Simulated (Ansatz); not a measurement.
Ti$_{2}$AlC:
```yaml
crystal:
  lattice:
    - [3.03759, 0.00000, 0.00000]
    - [-1.51880, 2.63063, 0.00000]
    - [0.00000, 0.00000, 13.63224]
  atoms:
    - { symbol: Ti, position: [0.33333, 0.66667, 0.08335] }
    - { symbol: Ti, position: [0.66667, 0.33333, 0.91665] }
    - { symbol: Ti, position: [0.66667, 0.33333, 0.58335] }
    - { symbol: Ti, position: [0.33333, 0.66667, 0.41665] }
    - { symbol: Al, position: [0.33333, 0.66667, 0.75000] }
    - { symbol: Al, position: [0.66667, 0.33333, 0.25000] }
    - { symbol: C, position: [0.00000, 0.00000, 0.00000] }
    - { symbol: C, position: [0.00000, 0.00000, 0.50000] }
```

Relaxed with PBEsol. Special points in fractions of this cell's reciprocal vectors: Γ (0.000, 0.000, 0.000); M (0.500, 0.000, 0.000); K (0.333, 0.333, 0.000); A (0.000, 0.000, 0.500); L (0.500, 0.000, 0.500); H (0.333, 0.333, 0.500).

### Question
List the band energies nearest the Fermi level at these points for the program Ansatz at the PBEsol level (PAW).

### Answer
In eV from the Fermi level; about four levels below and three above (degenerate sets whole), none deeper than 8.9 eV; points with the same levels are listed once.

```json
[
 {"k": "Γ", "below": "-2.34 -2.34 -2.34 -2.34 -2.26 -1.37", "above": "0.41 0.72 0.92 0.92"},
 {"k": "M", "below": "-1.34 -1.31 -0.72 -0.70", "above": "1.68 2.17 2.30"},
 {"k": "K", "below": "-1.16 -1.16 -0.74 -0.74 -0.19", "above": "0.94 2.00 2.00"},
 {"k": "A", "below": "-2.34 -2.34 -2.34 -2.34 -1.80 -1.80", "above": "0.58 0.58 0.93 0.93 0.93 0.93"},
 {"k": "L", "below": "-1.31 -1.31 -0.71 -0.71", "above": "1.94 1.94 2.41 2.41"},
 {"k": "H", "below": "-1.21 -1.21 -0.69 -0.69", "above": "0.36 0.36 1.83 1.83"}
]
```

Space group P6_3/mmc. The first step of the workflow began from a Materials Project structure, measured or hypothetical; the Crystallography Open Database copy checked does not list it. Its standing as an ambient phase is unchecked. The PBEsol relaxation kept the symmetry of its start; its stability against distortions is not shown here. No spin polarisation was allowed.

Potentials: the later of the program's two PAW sets.
